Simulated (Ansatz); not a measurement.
Input, command and steps of an Ansatz relaxation.

```yaml
crystal:
  lattice:
    - [0.0, 6.0662294969, 6.0662294969]
    - [6.0662294969, 0.0, 6.0662294969]
    - [6.0662294969, 6.0662294969, 0.0]
  atoms:
    - { symbol: K, position: [0.5, 0.5, 0.5] }
    - { symbol: Cs, position: [0.75, 0.75, 0.75] }
    - { symbol: Cs, position: [0.25, 0.25, 0.25] }
    - { symbol: As, position: [0.0, 0.0, 0.0] }
    - { symbol: I, position: [0.7675464552, 0.2324535448, 0.2324535448] }
    - { symbol: I, position: [0.2324535448, 0.2324535448, 0.7675464552] }
    - { symbol: I, position: [0.2324535448, 0.7675464552, 0.7675464552] }
    - { symbol: I, position: [0.2324535448, 0.7675464552, 0.2324535448] }
    - { symbol: I, position: [0.7675464552, 0.2324535448, 0.7675464552] }
    - { symbol: I, position: [0.7675464552, 0.7675464552, 0.2324535448] }
basis:
  ecutwfc: 500
kpoints:
  mp_grid: { grid: [4, 4, 4] }
hamiltonian:
  xc: r2scan
scf:
  occupations: { method: gaussian, width: 0.02 }
output:
  forces: true
  stress: true
  eigenvalues: true
relax:
  adjacent_minimum: "off"
  f_tol: 0.01
  max_steps: 30
```

```bash
ansatz run input.yaml --threads 2 --pin off --max-ram 5120MiB --backend cpu --events-out ev --progress --plain --runs-dir out
```

Computed with Ansatz, DFT r2SCAN, scalar-relativistic, plane waves, PAW.

The volume is held at 0.94 times that of the relaxed cell.

Of 3 frames 3 are shown, positions in Å and forces in eV/Å; the SCF threshold varies from step to step.

```xyz
10
Lattice="0.0000 6.0662 6.0662 6.0662 0.0000 6.0662 6.0662 6.0662 0.0000" Properties=species:S:1:pos:R:3:forces:R:3 pbc="T T T" step=1 free_energy_over_end_meV_per_atom=0.53
K     6.0662    6.0662    6.0662    0.0000    0.0000    0.0000
Cs    9.0993    9.0993    9.0993    0.0000    0.0000    0.0000
Cs    3.0331    3.0331    3.0331    0.0000    0.0000    0.0000
As    0.0000    0.0000    0.0000    0.0000    0.0000    0.0000
I     2.8202    6.0662    6.0662    0.1258    0.0000    0.0000
I     6.0662    6.0662    2.8202    0.0000    0.0000    0.1258
I     9.3122    6.0662    6.0662   -0.1258    0.0000    0.0000
I     6.0662    2.8202    6.0662    0.0000    0.1258    0.0000
I     6.0662    9.3122    6.0662    0.0000   -0.1258    0.0000
I     6.0662    6.0662    9.3122    0.0000    0.0000   -0.1258
10
Lattice="0.0000 6.0662 6.0662 6.0662 0.0000 6.0662 6.0662 6.0662 0.0000" Properties=species:S:1:pos:R:3:forces:R:3 pbc="T T T" step=2 free_energy_over_end_meV_per_atom=0.02
K     6.0662    6.0662    6.0662    0.0000    0.0000    0.0000
Cs    9.0993    9.0993    9.0993    0.0000    0.0000    0.0000
Cs    3.0331    3.0331    3.0331    0.0000    0.0000    0.0000
As    0.0000    0.0000    0.0000    0.0000    0.0000    0.0000
I     2.8373    6.0662    6.0662   -0.0262    0.0000    0.0000
I     6.0662    6.0662    2.8373    0.0000    0.0000   -0.0262
I     9.2952    6.0662    6.0662    0.0262    0.0000    0.0000
I     6.0662    2.8373    6.0662    0.0000   -0.0262    0.0000
I     6.0662    9.2952    6.0662    0.0000    0.0262    0.0000
I     6.0662    6.0662    9.2952    0.0000    0.0000    0.0262
10
Lattice="0.0000 6.0662 6.0662 6.0662 0.0000 6.0662 6.0662 6.0662 0.0000" Properties=species:S:1:pos:R:3:forces:R:3 pbc="T T T" step=3 free_energy_over_end_meV_per_atom=0.00
K     6.0662    6.0662    6.0662    0.0000    0.0000    0.0000
Cs    9.0993    9.0993    9.0993    0.0000    0.0000    0.0000
Cs    3.0331    3.0331    3.0331    0.0000    0.0000    0.0000
As    0.0000    0.0000    0.0000    0.0000    0.0000    0.0000
I     2.8343    6.0662    6.0662   -0.0003    0.0000    0.0000
I     6.0662    6.0662    2.8343    0.0000    0.0000   -0.0003
I     9.2981    6.0662    6.0662    0.0003    0.0000    0.0000
I     6.0662    2.8343    6.0662    0.0000   -0.0003    0.0000
I     6.0662    9.2981    6.0662    0.0000    0.0003    0.0000
I     6.0662    6.0662    9.2981    0.0000    0.0000    0.0003
```

The run took 85 s on 2 threads of Arm Neoverse V1 (shared host), peak memory 2 GiB.